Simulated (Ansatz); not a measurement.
Relaxed KI (rock salt):

```xyz
2
Lattice="0.0000 3.5906 3.5906 3.5906 0.0000 3.5906 3.5906 3.5906 0.0000" Properties=species:S:1:pos:R:3 pbc="T T T"
I      0.0000     0.0000     0.0000
K      3.5906     3.5906     3.5906
```

In this cell atom 2 (K, nearest neighbour I at 3.591 Å; its periodic images, 5.1 Å or more away, move with it) is moved by s along Cartesian x, unit vector (1.000, 0.000, 0.000); all other atoms and the cell stay fixed.

The numbers are results of PBE (plane waves to 420 eV, PAW, scalar-relativistic; Ansatz, a quantum-chemistry and plane-wave program), not measurements. k mesh 7×7×7 (Γ-centred), Fermi-Dirac smearing 0.05 eV. E stands for the smeared free energy. KI was relaxed with its symmetry unable to fall. Spin-orbit coupling is left out, though I is heavy. The relaxed volume of KI is well above the measured one; the method has no dispersion term. ΔE is measured from the undisplaced structure.

```json
[
 {"s (Å)": "-0.360", "ΔE (meV/cell)": "65.7"},
 {"s (Å)": "-0.288", "ΔE (meV/cell)": "withheld"},
 {"s (Å)": "-0.216", "ΔE (meV/cell)": "21.2"},
 {"s (Å)": "-0.144", "ΔE (meV/cell)": "9.1"},
 {"s (Å)": "-0.072", "ΔE (meV/cell)": "2.2"},
 {"s (Å)": "0.000", "ΔE (meV/cell)": "0.0"},
 {"s (Å)": "0.072", "ΔE (meV/cell)": "2.2"},
 {"s (Å)": "0.144", "ΔE (meV/cell)": "9.1"},
 {"s (Å)": "0.216", "ΔE (meV/cell)": "21.2"},
 {"s (Å)": "0.288", "ΔE (meV/cell)": "withheld"},
 {"s (Å)": "0.360", "ΔE (meV/cell)": "65.7"}
]
```

Fit an even polynomial form (powers 2, 4) to the given rows and predict ΔE at s = 0.288.

Least squares on the 9 given rows: ΔE = (425.0)·s² + (632.2)·s⁴, in meV/cell with s in Å; root-mean-square residual 0.01 meV/cell. At 0.288 the fit gives 39.6 meV/cell; the calculation gives 39.5 meV/cell, so the interpolation is off by 0.1 (+0.3 %). The quadratic term alone would give 35.3 meV/cell.

(A displaced cell: forces are minus the slopes of the energy, force constants its curvatures, and phonons follow from these.)
